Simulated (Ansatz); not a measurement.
Calculation log, Pd (Fm-3m) (phonons)

Method: PBEsol, PAW on Ansatz 0.2.0's default frozen-core files (fitted under PBE), scalar-relativistic.

The cell comes from a PAW relaxation under the same functional.

Command line:

```sh
ansatz run input.yaml --threads 2 --pin off --max-ram 10240MiB --backend cpu --events-out ev --progress --plain --runs-dir out
```

Input file:

```yaml
crystal:
  lattice:
    - [0.0, 1.93760354348, 1.93760354348]
    - [1.93760354348, 0.0, 1.93760354348]
    - [1.93760354348, 1.93760354348, 0.0]
  atoms:
    - { symbol: Pd, position: [0.0, 0.0, 0.0] }
kpoints:
  mp_grid: { grid: [20, 20, 20] }
scf:
  occupations: { method: fermi_dirac, width: 0.05 }
hamiltonian:
  xc: pbesol
  pseudopotentials: { kind: paw }
phonons:
  qmesh: [4, 4, 4]
  qpath:
    path:
      - [0.0, 0.0, 0.0]
      - [0.5, 0.0, 0.5]
      - [0.625, 0.25, 0.625]
      - [0.375, 0.375, 0.75]
      - [0.0, 0.0, 0.0]
      - [0.5, 0.5, 0.5]
      - [0.5, 0.25, 0.75]
      - [0.5, 0.0, 0.5]
    npoints: 6
  temperatures: { t_min: 0, t_max: 1000, t_step: 100 }
```

Output:

```
Warning: RAYON_NUM_THREADS=2 ignored (pool sized by the plan → 2); use --threads N
Engine: ansatz 0.2.0, x86_64-unknown-linux-gnu
Pseudopotentials: kind: paw
Pseudopotential: Pd, paw, valence charge 18, recommended cutoff 420 eV (normal), Pd.paw.azcp
Functional definition: PBEsol
  exchange = pbesol_x
  correlation = pbesol_c
Crystal: 4 atoms, lattice volume = 58.195 Å³
Basis set: ecut = 420 eV, 1121 PW (Γ), FFT grids on a1, a2, −a1+2a2+a3, exchange–correlation on 40×64×64 points (8 copies of the dense FFT grid, shifted against one another)
Bands: 44, of which v1, the nominal top of the filled ones, is band 36 counted from 1 (35 counted from 0)
Symmetry: 16 space group operations
k-points: 531 of 2000
Non-local potential: Pd, projectors of the file, l = 0: 2, l = 1: 2, l = 2: 2, l = 3: 1
PAW form: soft (Blöchl's): semilocal exchange-correlation on the pseudo side does not see the compensation charge
PAW frozen core: Pd, regenerated for the run's functional, and the local potential with it (the file was generated under x = pbe(κ = 0.804, μ = 0.2195149727645171), c = pbe(β = 0.06672455060314922))
PAW one-centre angular grid: Pd, 590 points (default); XC on 64 Gauss nodes
[... 166 lines left out ...]
  symmetry images taken by strict's conditions (phonons.symmetry_images: auto; settled by no image being taken that strict refuses)
  supercell 5 (4 cells, vectors [0, 1, -2], [-1, 1, 1], [0, 0, 4] in multiples of the cell's): 2 displaced members by 0.0025 Å; free energy -27626.620993 eV; taken off its force constants: by the sum rule 4.3e-4, by the ...
  symmetry images taken by strict's conditions (phonons.symmetry_images: auto; settled by no image being taken that strict refuses)
  q = [0.0000, 0.0000, 0.0000] (star 1, supercell 1; hermiticity 0.00e0, symmetrization 5.77e-17): 0.00 0.00 0.00
  q = [0.0000, 0.0000, 0.2500] (star 8, supercell 3; hermiticity 0.00e0, symmetrization 5.20e-16): 71.11 71.11 165.73
  q = [0.0000, 0.0000, -0.5000] (star 4, supercell 1; hermiticity 2.69e-16, symmetrization 1.62e-5): 115.31 115.31 235.29
  q = [0.0000, 0.2500, 0.2500] (star 6, supercell 4; hermiticity 3.74e-51, symmetrization 1.72e-16): 107.47 107.47 163.23
  q = [0.0000, 0.2500, -0.5000] (star 24, supercell 1; hermiticity 3.46e-16, symmetrization 1.73e-16): 136.05 151.39 215.29
  q = [0.0000, 0.2500, -0.2500] (star 12, supercell 2; hermiticity 9.30e-17, symmetrization 3.72e-16): 99.43 151.03 200.74
  q = [0.0000, -0.5000, -0.5000] (star 3, supercell 2; hermiticity 5.54e-16, symmetrization 6.41e-7): 160.16 160.16 227.98
  q = [0.2500, -0.5000, -0.2500] (star 6, supercell 5; hermiticity 9.10e-17, symmetrization 3.64e-16): 149.49 192.48 192.48
  joined force constants: q→R imaginary residual 0.00e0
  density of states and harmonic sums: on the 28×28×28 q-mesh, interpolated from the force constants of a 4×4×4 supercell (no non-analytic term)
  largest difference from the sums on the solved wave vectors: F 1.25e-2 eV, S 1.65e-5 and C_V 4.04e-6 eV/K
```

The calculation finished and met its thresholds.

### Phonons on the q mesh

Harmonic phonons of a crystal by Kohn-Sham DFT at the given cell, standard atomic masses, acoustic sum rule imposed; negative wavenumbers are unstable modes; one row a degenerate set, branches counted upwards.

| Item | Value |
| --- | --- |
| Unstable phonons | no |

| point | q a (r.l.u.) | q b (r.l.u.) | q c (r.l.u.) | branch | phonon wavenumber (cm⁻¹) | degeneracy |
| --- | --- | --- | --- | --- | --- | --- |
| 0.25/0/0 | 0.25 | 0 | 0 | 1 | 71.1 | 2 |
| 0.25/0/0 | 0.25 | 0 | 0 | 3 | 165.7 | 1 |
| L | 0.5 | 0 | 0 | 1 | 115.3 | 2 |
| L | 0.5 | 0 | 0 | 3 | 235.3 | 1 |
| 0.25/0.25/0 | 0.25 | 0.25 | 0 | 1 | 107.5 | 2 |
| 0.25/0.25/0 | 0.25 | 0.25 | 0 | 3 | 163.2 | 1 |
| 0.5/0.25/0 | 0.5 | 0.25 | 0 | 1 | 136 | 1 |
| 0.5/0.25/0 | 0.5 | 0.25 | 0 | 2 | 151.4 | 1 |
| 0.5/0.25/0 | 0.5 | 0.25 | 0 | 3 | 215.3 | 1 |
| -0.25/0.25/0 | -0.25 | 0.25 | 0 | 1 | 99.4 | 1 |
| -0.25/0.25/0 | -0.25 | 0.25 | 0 | 2 | 151 | 1 |
| -0.25/0.25/0 | -0.25 | 0.25 | 0 | 3 | 200.7 | 1 |
| X | 0.5 | 0.5 | 0 | 1 | 160.2 | 2 |
| X | 0.5 | 0.5 | 0 | 3 | 228 | 1 |
| W | -0.25 | 0.5 | 0.25 | 1 | 149.5 | 1 |
| W | -0.25 | 0.5 | 0.25 | 2 | 192.5 | 2 |

### Harmonic thermodynamics

Sums over wave vectors interpolated from the q mesh.

```json
{
 "Zero point energy": "28.1 meV/atom"
}
```

| temperature (K) | phonon heat capacity (k_B/atom) | phonon entropy (k_B/atom) | phonon free energy (meV/atom) |
| --- | --- | --- | --- |
| 100 | 2.039 | 1.401 | 23.86 |
| 200 | 2.702 | 3.08 | 4.04 |
| 300 | 2.861 | 4.212 | -27.66 |
| 400 | 2.921 | 5.044 | -67.69 |
| 500 | 2.949 | 5.699 | -114.1 |
| 600 | 2.964 | 6.238 | -165.6 |
| 700 | 2.974 | 6.696 | -221.4 |
| 800 | 2.98 | 7.093 | -280.8 |
| 900 | 2.984 | 7.445 | -343.5 |
| 1000 | 2.987 | 7.759 | -409 |

Caveats: frozen-core PAW files fitted under PBE, their cores solved anew for the functional of the run; responses of metals move with mesh and smearing.

Cost: 3.3 min on 2 threads of Intel(R) Xeon(R) 6975P-C (Granite Rapids) (shared host), peak memory 2.2 GiB.
